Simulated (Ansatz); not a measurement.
PbTe built on the rocksalt prototype, relaxed with r2SCAN, was run in Ansatz 0.2.0 under altered settings. All numbers are computed, without spin polarisation but where a row says otherwise.

```
CELL_PARAMETERS angstrom
0.00000 3.26784 3.26784
3.26784 0.00000 3.26784
3.26784 3.26784 0.00000
ATOMIC_POSITIONS crystal
Pb 0.00000 0.00000 0.00000
Te 0.50000 0.50000 0.50000
```

The base run's other keys:
```yaml
kpoints:
  mp_grid: { grid: [6, 6, 6] }
hamiltonian:
  xc: pbe
scf:
  occupations: { method: fixed }
  n_extra_bands: 4
```

It takes 6 iterations with 1363 plane waves at 420 eV and 16 k points, and leaves a mean stress of +0.62 GPa. The gap over this mesh is 0.799 eV. It ran on 4 threads of Intel(R) Xeon(R) 6975P-C (Granite Rapids) (shared host).

Outcomes, with energy and stress as changes against the base:
```csv
setting,outcome,ΔF (meV/atom),Δ mean stress (GPa),gap on the mesh (eV),iterations,wall time
scf.mixing.beta: 1.0,converged,0.0,0.00,0.799,6,0.51 s
scf.mixing.beta: 0.05,converged,0.0,0.00,0.799,10,0.65 s
scf.occupations: gaussian 0.5,converged,-1.5,-0.02,0.801,6,0.48 s
"kpoints.mp_grid.grid: [2, 2, 2]",converged,+784,+6.55,0.651,7,0.42 s
"kpoints.mp_grid.shift: [0, 0, 0.5]","converged, warned",+0.3,-0.01,1.137,6,0.67 s
basis.ecutrho_ratio: 12,converged,0.0,0.00,0.799,6,0.81 s
basis.ecutrho_ratio: 8,converged,0.0,0.00,0.799,6,0.61 s
accuracy: high,converged,0.0,0.00,0.799,9,0.59 s
accuracy: low,converged,0.0,0.00,0.799,6,0.64 s
scf.n_extra_bands: 24,converged,0.0,0.00,0.799,6,0.71 s
scf.occupations: methfessel_paxton 0.2,converged,0.0,0.00,0.799,6,0.53 s
hamiltonian.dispersion: d4,"converged, warned",-425,-1.52,0.799,6,0.49 s
basis.xc_grid: 3,converged,0.0,0.00,0.799,6,0.58 s
```
A dash marks a value that wasn't obtained or can't be compared. Stress is positive in compression. Its mean hides that meshes of lower symmetry stress the axes unequally. The base took 0.59 s.

- scf.occupations: gaussian 0.5. The free energy moves by -1.5 meV an atom, the mean stress by -0.02 GPa and the gap on the mesh by +0.001 eV (to 0.801). The term −TS is -6.8 meV an atom. The width begins to be felt.
- kpoints.mp_grid.grid: [2, 2, 2]. The free energy moves by +784 meV an atom, the mean stress by +6.55 GPa and the gap on the mesh by -0.148 eV (to 0.651). The mesh is too coarse.
- kpoints.mp_grid.shift: [0, 0, 0.5]. The free energy moves by +0.3 meV an atom, the mean stress by -0.01 GPa and the gap on the mesh by +0.338 eV (to 1.137). The mesh breaks the crystal's symmetry, so the stress, and any force that symmetry no longer fixes, lose it too. The gap changes mostly because other points are sampled; a mesh that misses a band edge overestimates it. Warned: symmetry narrowed by mesh.
- hamiltonian.dispersion: d4. The free energy moves by -425 meV an atom, the mean stress by -1.52 GPa and the gap on the mesh by 0.000 eV (to 0.799). D4, pair terms with charge-dependent coefficients and a three-body term, adds to energy, forces and stress after the SCF and leaves the bands alone. Warned: dispersion switch in reach.

Within 1 meV an atom, 0.1 GPa and 0.005 eV of the base stay: scf.mixing.beta: 1.0; scf.mixing.beta: 0.05; basis.ecutrho_ratio: 12; basis.ecutrho_ratio: 8; accuracy: high; accuracy: low; scf.n_extra_bands: 24; scf.occupations: methfessel_paxton 0.2; basis.xc_grid: 3.

Spin-orbit coupling is left out; in compounds of Pb, Bi, Tl or Hg it can lower a gap by up to about 1 eV, split its edges or invert the bands.
